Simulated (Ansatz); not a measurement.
Values for one crystal, relaxed and computed with the program Ansatz at the PBEsol level (PAW); other levels are named.

Volume per atom: 12.42 Å³
Electronic character: metallic (no gap)
Elastic constants (relaxed ions, GPa): C11 = 372, C12 = 81.4, C13 = 74.8, C33 = 310, C44 = 129
Formation energy from the elements (no fitted shifts): -830 meV/atom
Young's modulus: 320 GPa
Zone-centre stability: no imaginary mode at Γ
Mechanical stability: stable (all eigenvalues of C positive)

Which compound is it?
(A) AlC2N, R3m (Al on 3a, N on 3a, C on 3a, C on 3a)
(B) AlSiGeN, R3m (Al on 3a, N on 3a, Ge on 3a, Si on 3a)
(C) TiB2, P6/mmm (Ti on 1a, B on 2d)
(D) Ti3AlC2, P6_3/mmc (Ti on 4f, Ti on 2a, Al on 2b, C on 4f)

D, Ti3AlC2, P6_3/mmc (Ti on 4f, Ti on 2a, Al on 2b, C on 4f)

The first step of the workflow began from a Materials Project structure, measured or hypothetical; the Crystallography Open Database files this formula in space group No. 194, but the cells were not matched. Its standing as an ambient phase is unchecked. Symmetry was held in the PBEsol relaxation. The run is not spin-polarised. As this level gives no gap, shear constants depend on the k-mesh and smearing (Fermi–Dirac, 0.1 eV here). The references are the lowest solids computed at this level, not always the standard phases.

Potentials: the earlier of the program's two PAW sets. The files were generated under PBE; for other functionals the program regenerates the frozen cores, and for LDA and PBEsol the local potential too.
